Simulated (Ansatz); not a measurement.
BaCuSF:
```xyz
8
Lattice="4.0929 0.0000 0.0000 0.0000 4.0929 0.0000 0.0000 0.0000 9.0691" Properties=species:S:1:pos:R:3 pbc="T T T"
Ba     0.0000     2.0464     7.4452
Ba     2.0464     0.0000     1.6239
Cu     2.0464     2.0464     4.5346
Cu     0.0000     0.0000     4.5346
S      0.0000     2.0464     3.2355
S      2.0464     0.0000     5.8336
F      2.0464     2.0464     0.0000
F      0.0000     0.0000     0.0000
```

Relaxed with r²SCAN. Special points in fractions of this cell's reciprocal vectors: Γ (0.000, 0.000, 0.000); X (0.000, 0.500, 0.000); M (0.500, 0.500, 0.000); Z (0.000, 0.000, 0.500); R (0.000, 0.500, 0.500); A (0.500, 0.500, 0.500).

Question: List the band energies nearest the valence-band maximum at these points for r²SCAN (plane waves, PAW; program Ansatz).

Answer: In eV from the valence-band maximum; about four levels below and three above (degenerate sets whole), none deeper than 8.9 eV; points with the same levels are listed once.

```csv
k,below,above
Γ,-1.19 -0.47 0.00 0.00,1.85 2.31 2.66
X,-0.61 -0.61 -0.59 -0.59,2.65 2.65 3.53 3.53
M,-1.56 -1.56 -1.08 -1.08,3.44 3.44 4.88 4.88
Z,-1.19 -0.51 -0.01 -0.01,2.10 2.18 2.85
R,-0.59 -0.59 -0.58 -0.58,2.81 2.81 3.48 3.48
A,-1.57 -1.57 -1.08 -1.08,3.63 3.63 4.96 4.96
```

Space group P4/nmm. The workflow started from a Materials Project entry (that database holds measured and hypothetical structures alike); the Crystallography Open Database copy checked does not list it. Its standing as an ambient phase is unchecked. The cell was relaxed with r²SCAN under the symmetry of its start; phonons on a q-mesh show no instability. The run is not spin-polarised. No Hubbard U is applied. Scalar-relativistic: spin–orbit coupling is off unless named, which matters more the heavier the elements.

Potentials: the earlier of the program's two PAW sets.
